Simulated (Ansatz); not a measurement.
# Ce3Sn in the antiAuCu3 structure

Level of theory: DFT, PBEsol, scalar-relativistic, collinear spin; plane waves to 420 eV with PAW datasets (Ansatz 0.2.0), 6×6×6 k-mesh, Gaussian smearing of 0.05 eV. The datasets are Ansatz's generated set soft_2.

```
Ce Sn
1.0
     4.69605    0.00000    0.00000
     0.00000    4.69605    0.00000
     0.00000    0.00000    4.69605
Ce Sn
3 1
Direct
  0.00000 0.50000 0.50000
  0.50000 0.50000 0.00000
  0.50000 0.00000 0.50000
  0.00000 0.00000 0.00000
```

The start was a prototype's sites filled with these elements; the Crystallography Open Database holds the compound in this structure.

Magnetic state: ferromagnetic, site spin moments Ce 0.72 μB.

Question: Which orbitals carry the states at the Fermi level, and how many states are there?

Answer: Within 0.1 eV of it: Ce 4f 69 %, Ce 5d 26 % (shares among the projected shells). The density of states at the Fermi level is about 12 states/eV per cell, averaged over 0.3 eV.

Density of states (tetrahedra, averaged over 0.5 eV; states/eV per cell of 4 atoms; energy in eV from the Fermi level; projections on Löwdin-orthogonalised atomic orbitals, summed over sites):

| E | total | Ce 4f up | Ce 4f down | Ce 5d up | Ce 5d down | Sn 5p |
| --- | --- | --- | --- | --- | --- | --- |
| -7.60 | 0.3 | 0.0 | 0.0 | 0.0 | 0.0 | 0.0 |
| -7.10 | 1.9 | 0.0 | 0.0 | 0.3 | 0.2 | 0.0 |
| -6.60 | 1.7 | 0.0 | 0.0 | 0.2 | 0.2 | 0.0 |
| -6.10 | 0.0 | 0.0 | 0.0 | 0.0 | 0.0 | 0.0 |
| -5.60 | 0.0 | 0.0 | 0.0 | 0.0 | 0.0 | 0.0 |
| -5.10 | 0.0 | 0.0 | 0.0 | 0.0 | 0.0 | 0.0 |
| -4.60 | 0.0 | 0.0 | 0.0 | 0.0 | 0.0 | 0.0 |
| -4.10 | 0.0 | 0.0 | 0.0 | 0.0 | 0.0 | 0.0 |
| -3.60 | 0.0 | 0.0 | 0.0 | 0.0 | 0.0 | 0.0 |
| -3.10 | 0.7 | 0.0 | 0.0 | 0.2 | 0.1 | 0.2 |
| -2.60 | 2.6 | 0.0 | 0.0 | 0.6 | 0.6 | 0.8 |
| -2.10 | 3.4 | 0.1 | 0.1 | 1.0 | 0.7 | 1.1 |
| -1.60 | 5.3 | 0.2 | 0.1 | 1.5 | 1.3 | 1.5 |
| -1.10 | 4.2 | 0.3 | 0.2 | 1.4 | 1.2 | 0.6 |
| -0.60 | 4.7 | 1.0 | 0.3 | 1.6 | 1.3 | 0.3 |
| -0.10 | 10.5 | 5.3 | 1.2 | 1.5 | 1.9 | 0.3 |
| 0.40 | 27.5 | 17.9 | 6.7 | 0.9 | 1.4 | 0.2 |
| 0.90 | 35.6 | 14.0 | 19.2 | 1.1 | 0.7 | 0.2 |
| 1.40 | 15.4 | 1.3 | 11.2 | 1.4 | 1.1 | 0.2 |
| 1.90 | 6.2 | 0.8 | 1.3 | 1.6 | 1.6 | 0.5 |
| 2.40 | 3.6 | 0.2 | 0.7 | 0.8 | 1.4 | 0.2 |
| 2.90 | 1.8 | 0.1 | 0.1 | 0.8 | 0.6 | 0.0 |
| 3.40 | 4.5 | 0.2 | 0.2 | 2.0 | 1.5 | 0.1 |
| 3.90 | 5.1 | 0.1 | 0.1 | 1.9 | 2.0 | 0.1 |
| 4.40 | 6.5 | 0.1 | 0.1 | 2.6 | 2.4 | 0.2 |
| 4.90 | 4.0 | 0.0 | 0.1 | 1.2 | 2.0 | 0.1 |
| 5.40 | 2.0 | 0.0 | 0.0 | 0.6 | 0.7 | 0.1 |
| 5.90 | 2.4 | 0.0 | 0.0 | 0.8 | 0.7 | 0.3 |

Scalar-relativistic only: spin–orbit splittings of the heavy atoms' levels are missing. The run wasn't fully tested for a lower electronic state. Site moments are of spin, integrated over atomic spheres. No antiparallel order was tried.

A lower state of the open shells can't be excluded, and forces and pressures are less sure for it. The relaxed cell is 13 % smaller in volume than the cell of this structure in the Crystallography Open Database (29.90 Å³/atom, 1988).
